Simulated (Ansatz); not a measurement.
LiGa:
```yaml
crystal:
  lattice:
    - [0.00000, 3.08502, 3.08502]
    - [3.08502, 0.00000, 3.08502]
    - [3.08502, 3.08502, 0.00000]
  atoms:
    - { symbol: Ga, position: [0.50000, 0.50000, 0.50000] }
    - { symbol: Ga, position: [0.75000, 0.75000, 0.75000] }
    - { symbol: Li, position: [0.00000, 0.00000, 0.00000] }
    - { symbol: Li, position: [0.25000, 0.25000, 0.25000] }
```

Relaxed with r²SCAN.

Give the Bader charges and basin volumes of the independent atoms, plane-wave PAW r²SCAN (Ansatz code).



```tsv
atom	Bader charge (e)	Bader volume (Å³)
Ga1	-0.85	25.8
Li3	+0.85	3.6
```

Space group Fd-3m. The workflow started from an entry of the Crystallography Open Database (COD). Whether it is the stable phase at ambient conditions was not checked. Symmetry was held in the r²SCAN relaxation; whether a distortion lowers the energy is not shown.

Potentials: the later of the program's two PAW sets.
